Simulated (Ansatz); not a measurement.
# Calculated 33S NMR of the central transition for WS2 at a changed volume

Cell: a COD entry, relaxed with PBE at fixed cell and then changed (volume scaled by 1.02, ions relaxed).

Space group P6_3/mmc (No. 194); a = 3.1741, c = 12.4046 Å, γ = 120.00°.

| site | Wyckoff | site symmetry | x | y | z |
| --- | --- | --- | --- | --- | --- |
| W | 2c | -6m2 | 0.3333 | 0.6667 | 0.2500 |
| S | 4f | 3m. | 0.3333 | 0.6667 | 0.6234 |

One atom of each set is listed.

Method: Kohn–Sham DFT in Ansatz, PBE, plane waves and PAW, scalar-relativistic, collinear spin, 420 eV cutoff, Γ-centred 16×16×4 k-points, Fermi–Dirac smearing 0.02 eV. Start moments as typed (μB): 2 on each W, none on the rest.

33S has I = 3/2 and Q = -69.40 mb (Pyykkö 2018); at 9.4 T its Larmor frequency is ν₀ = 30.8 MHz. Only the quadrupole interaction is simulated: positions count from each site's isotropic chemical shift, and shift anisotropy, dipolar and J coupling are left out.

**Question.** Give C_Q, η, the quadrupolar product P_Q = |C_Q|(1 + η²/3)^½, the second-order isotropic shift and the breadth of the pattern (static powder) for each S site.

**Answer.** 

| site | first shell | C_Q (MHz) | η | P_Q (MHz) | δ_QIS (ppm) | breadth (kHz) |
| --- | --- | --- | --- | --- | --- | --- |
| S | 3 W at 2.41 Å; also 7 S at 3.14–3.17 Å | 7.56 | 0.00 | 7.56 | -1512 | 242 |

δ_QIS = −(ν_Q²/30ν₀²)[I(I+1) − 3/4](1 + η²/3) × 10⁶ ppm with ν_Q = 3|C_Q|/[2I(2I−1)]; it falls as 1/B₀² in ppm, and the breadth as 1/B₀ in kHz.

An axis of threefold or higher order runs through S, so V_zz lies along it and η is zero.

Without spin–orbit coupling the gradients at and beside W can be off by some per cent, at some sites by more. The start moments die out, and the run ends without spin.
